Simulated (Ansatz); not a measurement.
Ansatz (an electronic-structure program) input:

Ansatz 0.2 input:
```yaml
crystal:
  lattice:
    - [5.3173131354, 0.0, 0.0]
    - [-2.6586565677, 4.6049282551, 0.0]
    - [0.0, 0.0, 8.6747302649]
  atoms:
    - { symbol: Al, position: [0.3333333333, 0.6666666667, 0.0617588371] }
    - { symbol: Al, position: [0.6666666667, 0.3333333333, 0.5617588371] }
    - { symbol: P, position: [0.6666666667, 0.3333333333, 0.9369990814] }
    - { symbol: P, position: [0.3333333333, 0.6666666667, 0.4369990814] }
    - { symbol: O, position: [0.0210141144, 0.5105070572, 0.4956214138] }
    - { symbol: O, position: [0.5105070572, 0.0210141144, 0.9956214138] }
    - { symbol: O, position: [0.4894929428, 0.5105070572, 0.4956214138] }
    - { symbol: O, position: [0.9789858856, 0.4894929428, 0.9956214138] }
    - { symbol: O, position: [0.4894929428, 0.9789858856, 0.4956214138] }
    - { symbol: O, position: [0.5105070572, 0.4894929428, 0.9956214138] }
    - { symbol: O, position: [0.3333333333, 0.6666666667, 0.2611578401] }
    - { symbol: O, position: [0.6666666667, 0.3333333333, 0.7611578401] }
kpoints:
  mp_grid: { grid: [6, 6, 4] }
basis: { xc_grid: 2 }
hamiltonian:
  xc: pbesol
  pseudopotentials: { kind: paw }
scf:
  occupations: { method: fixed }
checkpoint: { read: static.run }
output: { bader: true, populations: true }
```

Output (shortened):

```
Pseudopotential: Al, paw, valence charge 3
Pseudopotential: P, paw, valence charge 5
Pseudopotential: O, paw, valence charge 6
Functional definition: PBEsol
Crystal: 12 atoms, lattice volume = 212.408 Å³
Basis set: ecut = 420 eV, 4151 PW (Γ), exchange–correlation on 72×72×120 points (8 copies of the dense FFT grid, shifted against one another)
Bands: 44, of which v1, the nominal top of the filled ones, is band 32 counted from 1 (31 counted from 0)
Symmetry: 12 space group operations
Space group: P63mc (ITA 186), of the structure as read, at distance tolerance 6.0e-5 Å
k-points: 21 of 144 (time reversal used)
Stability of the state it starts from, as read at its close in the unpolarized treatment …
iter 1 solved again at ethr=9.59e-8 eV; its pass at ethr=3.10e-3 eV (dr2=6.14e-5 eV) is discarded
SCF iter   1: F=—  HF=-7027.473332 eV  |F-HF|=—  |Δ(HF+E_count)|=         —  Δρ=1.24e-6  dr2=2.35e-9  ethr=9.59e-8  ⟨swp⟩=4.2  Hψ=6801  notcnv=0  defer=209
preconditioner: auto → Resta (q_TF=auto, 2.234 Å⁻¹)
SCF iter   2: F=-7027.473332 eV  HF=-7027.473332 eV  |F-HF|=1.70e-9  |Δ(HF+E_count)|=   6.10e-9  Δρ=1.08e-6  dr2=1.98e-9  ethr=3.67e-12  ⟨swp⟩=19.1  Hψ=6308  notcnv=0
SCF 1 converged in 2 iterations: F = -7027.473332 eV  dr2 = 1.98e-9
SCF converged after 2 iterations
Free energy (F): -7027.473332 eV
Harris-Foulkes:  -7027.473332 eV  (|F-HF|=1.70e-9)
Internal energy: -7027.473332 eV  (E = F + TS)
E sigma→0 (E₀):  -7027.473332 eV
Fermi energy:    -0.211282 eV
--- Per-component energies (eV) ---
  E_band       = -470.286480
  E_kinetic    = 1631.552580
  E_local      = -5497.690068  (includes V_loc(G=0)·N_el)
  E_nonlocal   = 468.857505
  E_hartree    = 2089.071721
  E_xc         = -787.870926
  E_vxc        = -932.696435  (∫ρ·V_xc dr)
  E_paw        = -3245.268887  (= ΣΔE_a)
  E_vpaw       = -318.475206  (= ΣTr[D̂ρ^β])
  E_aug_tail   = 0.020377  (compensation charges beyond the density's cutoff)
  E_ewald      = -1686.558408
  E_core_change = 0.412773  (= ΣΔE_core)
  E_smearing   =  0.000000  (= −TS)
  E_closure    =  0.000000  (closes the sum)
  Σ components = -7027.473332   (vs F -7027.473332, Δ=0.00e0)
  [band-id]    e_kinetic+e_local+e_nonlocal+2·e_hartree+e_vxc+e_vpaw+e_augmentation_tail = -470.287805   (vs E_band -470.286480, Δ=-1.33e-3)
--- Band table (eV; the first three rows and the last of 21) ---
  k-point 0: bands = ["-20.5106", "-20.3655", "-18.1201", "-17.8131", "-17.8131", "-17.8037", "-17.8021", "-17.8021", "-10.0066", "-9.0879", "-6.7625", "-6.2490", "-6.2490", "-6.2420", "-6.0426", "-6.0426", "-3.2607", "-2.8527", "-2.8527", "-2.6261", …
  k-point 1: bands = ["-20.4910", "-20.3887", "-18.0729", "-17.8494", "-17.8115", "-17.8115", "-17.8037", "-17.8037", "-9.8925", "-9.2518", "-6.6559", "-6.2973", "-6.2201", "-6.2201", "-6.0743", "-6.0743", "-3.1313", "-2.8275", "-2.8275", "-2.6707", …
  k-point 2: bands = ["-20.4417", "-20.4417", "-17.9604", "-17.9604", "-17.8076", "-17.8076", "-17.8076", "-17.8076", "-9.5951", "-9.5951", "-6.4529", "-6.4529", "-6.1486", "-6.1486", "-6.1486", "-6.1486", "-2.8056", "-2.8056", "-2.7581", "-2.7581", …
  k-point 20: bands = ["-20.3261", "-20.3261", "-18.1918", "-18.1918", "-17.8209", "-17.8209", "-17.8152", "-17.8152", "-8.6855", "-8.6855", "-7.2326", "-7.2326", "-5.9285", "-5.9285", "-5.8752", "-5.8752", "-3.1524", "-3.1524", "-3.0519", "-3.0519", …
--- Löwdin populations: 12 sites ---
  site symbol       q [e]
     0     Al      1.5646
     1     Al      1.5646
     2      P      2.7379
     3      P      2.7379
     4      O      6.8079
     5      O      6.8079
     6      O      6.8079
     7      O      6.8079
     8      O      6.8079
     9      O      6.8079
    10      O      6.8074
    11      O      6.8074
  spilling = 0.014579 (of n_electrons = 64.000000)
--- Bader charges: 12 sites ---
  site symbol  charge [e]  shift [e]
     0     Al      2.5755     0.0022
     1     Al      2.5755     0.0022
     2      P      3.8496     0.0072
     3      P      3.8496     0.0072
     4      O     -1.6061     0.0023
     5      O     -1.6061     0.0023
     6      O     -1.6061     0.0023
     7      O     -1.6061     0.0023
     8      O     -1.6061     0.0023
     9      O     -1.6061     0.0023
    10      O     -1.6069     0.0023
    11      O     -1.6069     0.0023
  shift: an alarm, by how much a part of what the PAW files miss would move the charge. Where it is large, compare
  with a run on PAW files of another source; a small one proves nothing
  estimated error of the sums over rays = 6.6e-4 e
```

Cost: roughly 3 core-minutes on shared cores.

Space group P6_3mc. The workflow started from a Materials Project entry (that database holds measured and hypothetical structures alike); the Crystallography Open Database files this formula in space group No. 186, but the cells were not matched. Whether it is the stable phase at ambient conditions was not checked. Symmetry was held in the PBEsol relaxation; whether a distortion lowers the energy is not shown.

Potentials: the later of the program's two PAW sets.

Ansatz is a plane-wave DFT program.
